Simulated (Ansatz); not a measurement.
# TaN (P-6m2): phonons

Method: PBEsol, PAW on Ansatz 0.2.0's default frozen-core files (fitted under PBE), scalar-relativistic.

Cell and atoms were relaxed beforehand by PAW with this functional.

Command:

```sh
ansatz run input.yaml --threads 1 --pin off --max-ram 3072MiB --backend cpu --events-out ev --progress --plain --runs-dir out
```

input.yaml:

```yaml
crystal:
  lattice:
    - [2.92403552664, 0.0, 0.0]
    - [-1.46201776332, 2.53228904764, 0.0]
    - [0.0, 0.0, 2.8706421548]
  atoms:
    - { symbol: Ta, position: [0.0, 0.0, 0.5] }
    - { symbol: "N", position: [0.666666666667, 0.333333333333, 0.0] }
kpoints:
  mp_grid: { grid: [15, 15, 14] }
scf:
  occupations: { method: fermi_dirac, width: 0.08 }
hamiltonian:
  xc: pbesol
  pseudopotentials: { kind: paw }
phonons:
  qmesh: [3, 3, 1]
  qpath:
    path:
      - [0.0, 0.0, 0.0]
      - [0.5, 0.0, 0.0]
      - [0.3333333333, 0.3333333333, 0.0]
      - [0.0, 0.0, 0.0]
      - [0.0, 0.0, 0.5]
      - [0.5, 0.0, 0.5]
      - [0.3333333333, 0.3333333333, 0.5]
      - [0.0, 0.0, 0.5]
      - [0.5, 0.0, 0.5]
    npoints: 6
  temperatures: { t_min: 0, t_max: 1000, t_step: 100 }
```

The program printed:

```
Warning: RAYON_NUM_THREADS=1 ignored (pool sized by the plan → 1); use --threads N
Engine: ansatz 0.2.0, aarch64-unknown-linux-gnu
Pseudopotentials: kind: paw
Pseudopotential: Ta, paw, valence charge 13, recommended cutoff 420 eV (normal), Ta.paw.azcp
Pseudopotential: N, paw, valence charge 5, recommended cutoff 420 eV (normal), N.paw.azcp
Functional definition: PBEsol
  exchange = pbesol_x
  correlation = pbesol_c
Crystal: 6 atoms, lattice volume = 63.767 Å³
Basis set: ecut = 420 eV, 1249 PW (Γ), FFT grids on a1, 2a1+a2, a3, exchange–correlation on 40×108×40 points (8 copies of the dense FFT grid, shifted against one another)
Bands: 32, of which v1, the nominal top of the filled ones, is band 27 counted from 1 (26 counted from 0)
Symmetry: 12 space group operations
k-points: 192 of 1050 (time reversal used)
Non-local potential: Ta, projectors of the file, l = 0: 3, l = 1: 2, l = 2: 2, l = 3: 1
Non-local potential: N, projectors of the file, l = 0: 2, l = 1: 2, l = 2: 1
PAW form: soft (Blöchl's): semilocal exchange-correlation on the pseudo side does not see the compensation charge
[... 146 lines left out ...]
--- Phonons: 10 displaced members + 2 references (amplitude of the first 0.0025 Å, Σ member SCF iterations 68) ---
  ASR residual: 3.715e-4 → 0.000e0 eV/Å²; symmetrization residual: 5.576e-4 eV/Å²
  largest component of a force at the reference: 1.6e-7 eV/Å
  ASR residual per site (eV/Å²): 3.71e-4 1.84e-4
  Γ frequencies (cm⁻¹): 0.00 0.00 0.00 532.72 532.72 555.15
--- Phonons (by wavevector): 3 wavevectors in 2 supercells ---
  supercell 1 (3 cells, vectors [1, 0, 0], [0, 3, 0], [0, 0, 1] in multiples of the cell's): 6 displaced members by 0.0025 Å; free energy -30562.934310 eV; taken off its force constants: by the sum rule 3.7e-4, by the ...
  symmetry images taken by strict's conditions (phonons.symmetry_images: auto; settled by no image being taken that strict refuses)
  supercell 2 (3 cells, vectors [1, -1, 0], [0, 3, 0], [0, 0, 1] in multiples of the cell's): 4 displaced members by 0.0025 Å; free energy -30562.934310 eV; taken off its force constants: by the sum rule 1.6e-4, by the ...
  symmetry images taken by strict's conditions (phonons.symmetry_images: auto; settled by no image being taken that strict refuses)
  q = [0.0000, 0.0000, 0.0000] (star 1, supercell 1; hermiticity 5.67e-17, symmetrization 1.19e-6): -0.00 0.00 0.00 532.72 532.72 555.15
  q = [0.0000, 0.3333, 0.0000] (star 6, supercell 1; hermiticity 1.70e-16, symmetrization 0.00e0): 152.20 154.65 239.10 527.87 562.85 588.77
  q = [0.3333, 0.3333, 0.0000] (star 2, supercell 2; hermiticity 1.81e-16, symmetrization 4.82e-16): 191.97 219.42 247.55 554.65 567.17 574.17
  joined force constants: q→R imaginary residual 0.00e0
  density of states and harmonic sums: on the 24×24×21 q-mesh, interpolated from the force constants of a 3×3×1 supercell (no non-analytic term)
  largest difference from the sums on the solved wave vectors: F 4.66e-2 eV, S 7.53e-5 and C_V 2.87e-5 eV/K
```

The run converged.

### Harmonic thermodynamics

Harmonic phonons of a crystal by Kohn-Sham DFT at the given cell, standard atomic masses, acoustic sum rule imposed; negative wavenumbers are unstable modes; sums over wave vectors interpolated from the q mesh.

| Quantity | Value |
| --- | --- |
| Zero point energy | 69.17 meV/atom |

```csv
temperature (K),phonon heat capacity (k_B/atom),phonon entropy (k_B/atom),phonon free energy (meV/atom)
100,0.8808,0.4571,68
200,1.741,1.352,60.2
300,2.254,2.165,44.96
400,2.527,2.855,23.24
500,2.679,3.437,-3.94
600,2.77,3.934,-35.76
700,2.827,4.366,-71.56
800,2.866,4.746,-110.9
900,2.893,5.085,-153.2
1000,2.913,5.391,-198.4
```

**Zone-centre phonons**

Optical zone-centre levels upwards with Mulliken labels, activity, and the element with most of the kinetic energy.

```json
{
  "Point group": "-6m2"
}
```

| number | phonon wavenumber (cm⁻¹) | label | infrared | raman | lead element |
| --- | --- | --- | --- | --- | --- |
| 1 | 532.7 | E' | yes | yes | N |
| 2 | 555.2 | A2'' | yes | no | N |

**Phonons on the q mesh**

One row a degenerate set, branches counted upwards.

```json
{
  "Unstable phonons": "no"
}
```

```csv
point,q a (r.l.u.),q b (r.l.u.),q c (r.l.u.),branch,phonon wavenumber (cm⁻¹),degeneracy
Gamma,0,0,0,4,532.7,2
Gamma,0,0,0,6,555.2,1
0.333/0/0,0.3333,0,0,1,152.2,1
0.333/0/0,0.3333,0,0,2,154.6,1
0.333/0/0,0.3333,0,0,3,239.1,1
0.333/0/0,0.3333,0,0,4,527.9,1
0.333/0/0,0.3333,0,0,5,562.8,1
0.333/0/0,0.3333,0,0,6,588.8,1
K,0.3333,0.3333,0,1,192,1
K,0.3333,0.3333,0,2,219.4,1
K,0.3333,0.3333,0,3,247.6,1
K,0.3333,0.3333,0,4,554.6,1
K,0.3333,0.3333,0,5,567.2,1
K,0.3333,0.3333,0,6,574.2,1
```

Limits of these numbers: frozen-core PAW files fitted under PBE, their cores solved anew for the functional of the run; responses of metals move with mesh and smearing; no spin-orbit coupling on heavy atoms; coarse q mesh; activity by symmetry alone, a metal screens infrared modes.

Cost: 9.4 min on 1 thread of Arm Neoverse V2, with other jobs on the host, peak memory 0.79 GiB.
